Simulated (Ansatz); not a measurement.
YRh2 (cubic Laves (MgCu2 type), Fd-3m) at seven volumes, r²SCAN in the plane-wave PAW code Ansatz, scaled uniformly. One row is withheld.

```tsv
V (Å³/atom)	P (GPa)
15.985	?
16.512	11.86
17.039	5.44
17.566	0.00
18.093	-4.60
18.620	-8.48
19.147	-11.75
```

Question: Fit the shown pressures and predict the withheld one.

Answer: P = (3/2)B₀(x^(7/2) − x^(5/2))[1 + (3/4)(B′ − 4)(x − 1)] with x = (V₀/V)^(2/3). Least squares on the six rows gives V₀ = 17.566 Å³/atom, B₀ = 166 GPa, B′ = 4.61. At V = 15.985, x = 1.0649 and P = 19.47 GPa. The run itself gave 19.45 GPa.

The workflow started from an entry of the Crystallography Open Database (COD). Its standing as an ambient phase is unchecked. The cell was relaxed with r²SCAN under the symmetry of its start; its stability against distortions is not shown here. No spin polarisation was allowed.

Potentials: the later of the program's two PAW sets.
